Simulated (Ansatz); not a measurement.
Question: Each is relaxed and computed with the program Ansatz at the r²SCAN level (PAW). Which is the only one with a gap?
(A) NiGe, CsCl type
(B) GaSb, CsCl type
(C) BIr, CsCl type
(D) MgO, CsCl type

Answer: D, MgO, CsCl type. MgO: gap 3.49 eV (indirect); GaSb: metal; BIr: metal; NiGe: metal. Constructed cells (a structure type filled with these elements, in neither database checked): GaSb, CsCl type; BIr, CsCl type; NiGe, CsCl type. Not the usual ambient phase: MgO, CsCl type; GaSb, CsCl type. Began spin-polarised and lost the moments: NiGe, CsCl type. Unstable at this level: MgO, CsCl type; GaSb, CsCl type; BIr, CsCl type. All cells were relaxed under the symmetry of their starts (and spin orders); stability against distortions was not tested throughout. Rows with no word on spin ran without spin polarisation. Scalar-relativistic: spin–orbit coupling is off unless named, which matters more the heavier the elements.

Potentials: the earlier of the program's two PAW sets.
